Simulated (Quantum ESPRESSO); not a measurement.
## IrLi6Ag (a guest atom moved from site to site)

A calculation, not a measurement. The program is pw.x of Quantum ESPRESSO 7.5 (plane-wave density functional theory). The cell is made up: eight metal atoms on a face-centred cubic lattice, with elements, volume, strain and displacements drawn at random and not relaxed, so it may be unstable or far from any real phase. PseudoDojo standard norm-conserving files set the functional (PBE unless stated); there is no spin polarisation or spin-orbit coupling, the Fermi-Dirac width of 0.25 eV means electrons at about 2900 K, and the masses in the input are unused placeholders. Heavy elements are run without spin-orbit coupling, which real alloys of them have. A spin test at this wide smearing found no moment, but such smearing suppresses magnetism that the real alloy may have.

The runs move one Ir atom among sites that otherwise hold Li. Cell, positions, cutoff, mesh and smearing stay as in the input of run 1; sites are counted in its order. Stress in the tables is positive in tension.

Input of run 1:

```
&control calculation='scf', pseudo_dir='./dojo.nc.sr.pbe.v0_5.standard.upf', outdir='./o', disk_io='minimal', tprnfor=.true., tstress=.true. /
&system ibrav=0, nat=8, ntyp=3, nbnd=36, ecutwfc=82.02448710, nosym=.true., tot_charge=0,
 occupations='smearing', smearing='fd', degauss=0.0183746611
/
&electrons conv_thr=1.470e-08, electron_maxstep=70, mixing_beta=0.5 /
ATOMIC_SPECIES
Ag 1.0 Ag.upf
Ir 1.0 Ir.upf
Li 1.0 Li.upf
CELL_PARAMETERS angstrom
-0.0398 -2.1075 -2.1235
0.0203 4.1989 -4.2308
8.6538 0.0998 0.0593
ATOMIC_POSITIONS angstrom
Ir -0.0306 0.013 0.0174
Li 4.3245 0.0595 0.0995
Li 0.0069 2.1307 -2.1988
Li 4.2811 2.0323 -2.1618
Li 2.051 -0.0599 -1.9698
Li 6.4613 0.0911 -2.0153
Ag 2.0906 2.0148 -4.2443
Li 6.5026 2.2636 -4.215
K_POINTS automatic
9 5 3 1 1 1
```

| run | elements on sites 1 to 8 | free energy less that of run 1 (eV) | -TS (eV) | pressure (GPa) | stress xx (GPa) | stress yy (GPa) | stress zz (GPa) | stress yz (GPa) | stress xz (GPa) | stress xy (GPa) | iterations |
| --- | --- | --- | --- | --- | --- | --- | --- | --- | --- | --- | --- |
| 1 | Ir Li Li Li Li Li Ag Li | 0.000 | -0.875 | -5.79 | 4.99 | 6.18 | 6.20 | 1.08 | 0.10 | 0.42 | 13 |
| 2 | Li Ir Li Li Li Li Ag Li | 0.165 | -0.886 | -5.96 | 5.27 | 6.33 | 6.30 | 1.09 | 0.32 | 0.26 | 12 |
| 3 | Li Li Ir Li Li Li Ag Li | 0.191 | -0.892 | -5.74 | 4.65 | 6.26 | 6.31 | 0.81 | 0.53 | 0.01 | 12 |
| 4 | Li Li Li Ir Li Li Ag Li | 0.333 | -0.898 | -5.94 | 4.98 | 6.36 | 6.49 | 0.89 | 0.10 | 0.44 | 12 |
| 5 | Li Li Li Li Li Ir Ag Li | -0.021 | -0.872 | -6.29 | 5.41 | 6.70 | 6.77 | 0.89 | 0.19 | 0.31 | 12 |
| 6 | Li Li Li Li Li Li Ag Ir | -0.062 | -0.857 | -6.07 | 4.59 | 6.79 | 6.83 | 1.21 | 0.21 | 0.29 | 12 |

Forces Fx Fy Fz (eV/Å):

```
site             run 1             run 2             run 3             run 4             run 5             run 6
   1  -0.05 -0.07 0.06   0.21 -0.13 0.13   0.15 -0.07 0.07   0.23 -0.13 0.13  -0.41 0.23 -0.21  -0.42 -0.43 0.44
   2  -0.28 -0.12 0.13  0.01 -0.03 -0.01  -0.30 -0.11 0.12  -0.23 -0.04 0.02   0.32 0.23 -0.24   0.36 -0.42 0.41
   3    0.15 0.00 0.03   0.24 0.04 -0.01  -0.07 -0.09 0.12   0.23 0.06 -0.04  -0.32 -0.29 0.32  -0.38 0.36 -0.32
   4  -0.27 0.17 -0.09   -0.18 0.09 0.01  -0.25 0.18 -0.09   -0.04 0.06 0.03   0.33 -0.17 0.24   0.26 0.45 -0.39
   5  -0.49 -0.13 0.11   0.66 -0.13 0.09  -0.38 0.33 -0.35   0.58 0.29 -0.33   0.08 0.07 -0.10   0.11 0.08 -0.11
   6   0.59 -0.28 0.20  -0.53 -0.28 0.22   0.53 0.37 -0.45  -0.53 0.37 -0.43  0.03 -0.06 -0.01  0.04 -0.03 -0.03
   7  -0.22 0.23 -0.17   0.32 0.24 -0.18  -0.23 -0.11 0.17   0.38 -0.16 0.21    0.04 0.04 0.00    0.05 0.03 0.01
   8   0.58 0.20 -0.27  -0.72 0.20 -0.24   0.55 -0.50 0.42  -0.61 -0.46 0.42  -0.07 -0.05 0.00  -0.02 -0.05 0.00
```

The sites are displaced and not relaxed, so the energy differences mix bonding between neighbours with strain and are not ordering energies. A rerun of one cell of this series at a higher cutoff and on a denser mesh moved values by no more than 0.006 eV in energy, 0.02 GPa in stress and 0.003 eV/Å in force, and a second program with other atomic files agreed on that cell to 2 % rms in force and 0.5 GPa in pressure.